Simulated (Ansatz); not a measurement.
Starting structure, H put at a top Ti site (TiAl, P4/mmm (No. 123), (0 0 1) face):

```yaml
crystal:
  lattice:
    - [2.79516, 0.00000, 0.00000]
    - [0.00000, 2.79516, 0.00000]
    - [0.00000, 0.00000, 25.05811]
  atoms:
    - { symbol: Al, position: [0.50000, 0.50000, 0.33921] }
    - { symbol: Ti, position: [0.00000, 0.00000, 0.41980] }
    - { symbol: Al, position: [0.50000, 0.50000, 0.50093] }
    - { symbol: Ti, position: [0.00000, 0.00000, 0.57758] }
    - { symbol: H, position: [0.00000, 0.00000, 0.65420] }
```

The calculation used DFT PBEsol, scalar-relativistic, plane waves, PAW in Ansatz. Plane waves to 420 eV, a k mesh through Γ of 10×10×1 on the computed 5-atom cell and Gaussian smearing (0.10 eV); no spin polarisation. A dipole correction removes the field between periodic images along c.

Atoms 1, 2 (counted from 1) are held. The cell is fixed. Force threshold 0.03 eV/Å.

| step | E − E_final (eV) | largest force (eV/Å) |
| --- | --- | --- |
| 1 | 0.121 | 1.146 |
| 2 | 0.040 | 0.983 |
| 3 | 0.003 | 0.088 |
| 4 | 0.000 | 0.018 |

Question: What is the final structure?

Answer:
```xyz
5
Lattice="2.7952 0.0000 0.0000 0.0000 2.7952 0.0000 0.0000 0.0000 25.0581" Properties=species:S:1:pos:R:3 pbc="T T T"
Al    1.3976    1.3976    8.5000
Ti    0.0000    0.0000   10.5194
Al    1.3976    1.3976   12.5118
Ti    0.0000    0.0000   14.4169
H     0.0000    0.0000   16.1548
```

The end is the local minimum or symmetric point that this start leads to. The slab is only 6.1 Å thick, so the energy isn't converged with thickness.

Cost: 1 run of about 0.76 core-minutes, on Arm Neoverse V1 (shared hosts).